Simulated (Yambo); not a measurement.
G0W0@LDA for K$_{2}$Te (anti-fluorite, space group Fm-3m, No. 225) in Yambo. Reference settings: 2×2×2 Γ-centred k mesh, 189 bands and a 7 Ry block in the screening, 189 bands in G with the Bruneval-Gonze terminator, plasmon pole fitted at 27.2 eV. The LDA gap X → Γ on this mesh is 2.16 eV; G0W0 gaps are taken between the same points.

With and without the terminator, as bands are cut:

```tsv
bands in G (in W)	gap, terminator (eV)	gap, none (eV)	valence shift, terminator (eV)	valence shift, none (eV)
41 (41)	3.894	3.813	-0.910	-0.674
66 (66)	3.944	3.878	-1.153	-0.962
103 (103)	3.984	3.937	-1.292	-1.160
145 (145)	4.006	3.972	-1.359	-1.262
189 (189)	4.025	4.006	-1.401	-1.334
```

Over this range the gap spans 0.131 eV with the terminator and 0.193 eV without, the valence shift 0.491 eV and 0.660 eV. Neither column has reached its limit for certain.

The standard potential for Te keeps a d shell in the valence without the s and p states of that shell. In tests on such compounds this moved G0W0 gaps by up to about 0.9 eV, so absolute quasiparticle energies here are unreliable; differences between settings are what counts.

Spin-orbit coupling is not included.

Geometry relaxed with LDA; primitive cell a = b = c = 5.602 Å, α = β = γ = 60.00°.

A shift is the quasiparticle energy of the state minus its LDA energy.
